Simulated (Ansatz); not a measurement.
GaAs in space group P4/mmm (No. 123; Ga on 1b, As on 1a) at seven volumes, DFT-PBEsol in the program Ansatz with PAW potentials, shape and atoms relaxed at each. One row is withheld.

| V (Å³/atom) | P (GPa) |
|---|---|
| 17.475 | 8.62 |
| 18.051 | 5.25 |
| 18.627 | 2.42 |
| 19.203 | 0.00 |
| 19.780 | -2.03 |
| 20.356 | -3.73 |
| 20.932 | ? |

Fit the shown pressures and predict the withheld one.

P = (3/2)B₀(x^(7/2) − x^(5/2))[1 + (3/4)(B′ − 4)(x − 1)] with x = (V₀/V)^(2/3). Least squares on the six rows gives V₀ = 19.205 Å³/atom, B₀ = 73.4 GPa, B′ = 4.61. At V = 20.932, x = 0.9442 and P = -5.19 GPa. The run itself gave -5.20 GPa.

The first step of the workflow began from a Materials Project structure, measured or hypothetical; the Crystallography Open Database copy checked does not list it. It is not the phase usual at ambient conditions (space group No. 216). Symmetry was held in the PBEsol relaxation; whether a distortion lowers the energy is not shown.

Potentials: the later of the program's two PAW sets.
